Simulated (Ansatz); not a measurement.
All numbers below come from DFT PBE, scalar-relativistic, plane waves, PAW (Ansatz 0.2.0). All cells share a 420 eV cutoff and Γ-centred k meshes spaced at most about 0.3 Å⁻¹ (about 0.25 or finer for metals, 2π included). Collinear spin in cells that started with moments and kept them past the coarse steps, no spin elsewhere.

Temperature and zero-point effects are left out. All come from trial cells, and lower structures may exist.

Question: These unrelaxed guesses for VTeSe are each relaxed within their symmetry. Order them by the energy at which they end, lowest first.
A.

```
CELL_PARAMETERS angstrom
4.48699 0.00000 0.00000
-2.24350 3.88585 0.00000
0.00000 0.00000 5.44347
ATOMIC_POSITIONS crystal
V 0.33333 0.66667 0.50000
Te 0.66667 0.33333 0.50000
Se 0.00000 0.00000 0.00000
```

B.

```
CELL_PARAMETERS angstrom
4.52818 0.00000 0.00000
0.00000 4.52818 0.00000
0.00000 0.00000 6.78303
ATOMIC_POSITIONS crystal
V 0.00000 0.00000 0.00000
V 0.50000 0.50000 0.00000
Te 0.00000 0.50000 0.70377
Te 0.50000 0.00000 0.29623
Se 0.00000 0.50000 0.28095
Se 0.50000 0.00000 0.71905
```

C.

```
CELL_PARAMETERS angstrom
4.83947 0.00000 0.00000
-2.41974 4.19111 0.00000
0.00000 0.00000 4.68075
ATOMIC_POSITIONS crystal
V 0.00000 0.00000 0.50000
Te 0.00000 0.00000 0.00000
Se 0.33333 0.66667 0.50000
```

Answer: B (ends in P4/nmm, 0 meV/atom), C (ends in P-6m2, 171 meV/atom), A (ends in P-6m2, 0.56 eV/atom).

Weakly bound directions are ill-defined at this level, which has no dispersion term (P4/nmm), and this can change margins and order among such cells. Spin–orbit coupling, which can matter for Te, is left out. No Hubbard U is applied to the 3d shell of V. The magnetic state reached may not be the lowest. Cells relaxed within their symmetry can be saddle points. Some candidate types were left out of the draw beforehand, so a known form may be missing.
